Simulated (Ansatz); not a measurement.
With PBEsol (plane waves, PAW; program Ansatz), InP in the hexagonal phase (P6_422; In on 3c, P on 3d) relaxes to a = 4.121 Å, c = 9.249 Å. Its formation energy from the elements is -0.067 eV/atom, with no fitted shifts.

Electronic character: no gap, with almost no states at the Fermi level (zero-gap or semimetallic).

The highest mode at Γ lies at 347 cm⁻¹.

The start of the workflow was typed in or built on a structure type; neither database checked (COD, Materials Project) lists it. It is not the phase usual at ambient conditions (space group No. 216). The cell was relaxed with PBEsol under the symmetry of its start; its stability against distortions is not shown here. As this level gives no gap, phonon frequencies hold no LO–TO term and depend on the k-mesh and smearing (Fermi–Dirac, 0.1 eV here). Point labels and valley counts follow the cell and symmetry of the run, lower than the named group. The references are the lowest solids computed at this level, not always the standard phases. Spin–orbit coupling is left out wherever it is not named.

Potentials: the earlier of the program's two PAW sets. The files were generated under PBE; for other functionals the program regenerates the frozen cores, and for LDA and PBEsol the local potential too.
